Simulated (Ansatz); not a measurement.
# MnSe: energy along a strain

MnSe, F-43m, a = 5.820 Å (as given, not relaxed at this level: 3.3 GPa). This isn't the usual stable structure of the compound. Ansatz: r2SCAN, PAW, 500 eV, Γ-centred 10×10×10 mesh on 2 atoms, Gaussian smearing 0.05 eV; collinear spin, largest moment 4.4 μB. Cell vectors (Å): 0.000 2.910 2.910; 2.910 0.000 2.910; 2.910 2.910 0.000. The cell is strained by x per cent times the pattern (0 0 1 0 0 0) in the order xx yy zz yz xz xy (engineering shears), with fractional coordinates held. y is the free energy over the start, V0 = 24.642 Å³/atom.

| x (%) | y (meV/atom) |
| --- | --- |
| -6.00 | 52.21 |
| -3.00 | 20.50 |
| 0.00 | 0.00 |
| 1.50 | -6.18 |
| 4.50 | ? |
| 6.00 | -9.13 |

Q: Fit y = c1 x + c2 x² + c3 x³ to the other rows, get the stiffness along the pattern, and predict the missing energy.

A: Least squares on the rows shown. y = −5.0131 x + 0.59834 x² − 0.0027379 x³. The clamped-ion stiffness p·C·p = 2 × 5.983 eV × 160.2 / 24.642 Å³ = 78 GPa, which is C33 in these axes (C11 of the cubic crystal) (second derivative at the start, which stands under stress). At x = 4.50 the fit asked for gives -10.69 meV/atom. The run gave -10.68 meV/atom, so the fit is 0.01 meV/atom too low, a small miss on the scale of the series.

The state reached may not be the lowest one. The cell holds one magnetic atom, so it can only be ferromagnetic; an antiferromagnetic order may lie lower.